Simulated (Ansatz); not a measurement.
## Notes on LiTe$_{3}$O$_{4}$

```
Te Li O
1.0
     7.28781    0.00000    0.00000
     0.00000    6.24427    0.00000
     0.00000    0.00000    5.78663
Te Li O
6 2 8
Direct
  0.24810 0.32770 0.98600
  0.25190 0.67230 0.48600
  0.75190 0.32770 0.98600
  0.74810 0.67230 0.48600
  0.50000 0.84280 0.98930
  0.00000 0.15720 0.48930
  0.00000 0.82430 0.00000
  0.50000 0.17570 0.50000
  0.20777 0.68676 0.89610
  0.29223 0.31324 0.39610
  0.79223 0.68676 0.89610
  0.70777 0.31324 0.39610
  0.00000 0.10520 0.90040
  0.50000 0.89480 0.40040
  0.50000 0.18140 0.81720
  0.00000 0.81860 0.31720
```

Method: PBE, no spin polarisation; PAW, plane waves to 420 eV, 5×6×6 Γ-centred mesh, cold occupations (width 0.2934 eV) (Ansatz 0.2.0), atoms fixed.

Problem. Is it stable against the elements?

Solution. -0.21 eV an atom against the elements' usual phases (free molecules for gases, crystals otherwise, with no correction for O₂ or N₂), so it is bound against them; other compounds may still compete. Relaxing would lower it.

Problem. Is the cell too large or too small?

Solution. The pressure is 1.5 GPa (compression positive), so with the atoms held at these fractions the cell would first expand; the forces are large, so a full relaxation may end otherwise. The principal stresses 0.5, 1.6, 2.2 GPa differ, so its shape would change too.

Problem. How is the charge shared?

Solution. Bader charges in e: Li +0.87, Te +0.96 to +1.20, O -1.06. In the mean Te gives up most and O takes most.

Problem. Is there a gap?

Solution. It is a metal, with about 11 states/eV a cell as the mean within 0.25 eV of the Fermi level, mostly Te p (55 %) and O p (37 %).

Problem. Describe some of the short contacts.

Solution. Li–O at 1.84 Å: least valence density 0.26 e/Å³ and ELF 0.04 there. Te–O at 2.27 Å: least valence density 0.50 e/Å³ and ELF 0.33 there. These are pseudo-fields; inside the PAW spheres they differ from the all-electron ones.

Problem. Which atom feels the largest force, and which way?

Solution. The largest is on O15 (and as large on other atoms): 1.02 eV/Å, components (0.00, 0.15, 1.00). It makes 172° with the line to a nearest neighbour, Li8 at 1.84 Å, pointing away from it.

Origin: a known structure type with other elements, at an estimated volume, so it need not be a known compound. Caveats: many states at the Fermi level without spin polarisation, so a magnetic state may lie lower; wide smearing.
